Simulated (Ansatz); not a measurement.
Here is the system:

SiC:
```
SiC
1.0
    3.07531     0.00000     0.00000
   -1.53765     2.66329     0.00000
    0.00000     0.00000     5.04816
Si C
2 2
Direct
  0.66667   0.33333   0.00050
  0.33333   0.66667   0.50050
  0.66667   0.33333   0.62470
  0.33333   0.66667   0.12470
```

This is the r²SCAN-relaxed structure.

Question: All from r²SCAN in the plane-wave PAW code Ansatz, unless another level is named. Estimate the Bader charges.

Answer: Si +2.88, C -2.88 e.

Question: And the electronic dielectric constant ε∞ (DFPT)?

Answer: 6.48 (xx = yy), 6.81 (zz).

Question: Predict the largest static χ(2) component.

Answer: 10 pm/V.

Question: Next, the Born charges (a third of the trace)?

Answer: Si +2.75, C -2.75 e.

Question: Give the static dielectric constant ε0 (ions relaxed, cell fixed).

Answer: 9.64 (xx = yy), 10.7 (zz).

Space group P6_3mc (wurtzite). The r²SCAN relaxation kept the symmetry of its start; phonons on a q-mesh show no instability.

Potentials: the later of the program's two PAW sets.
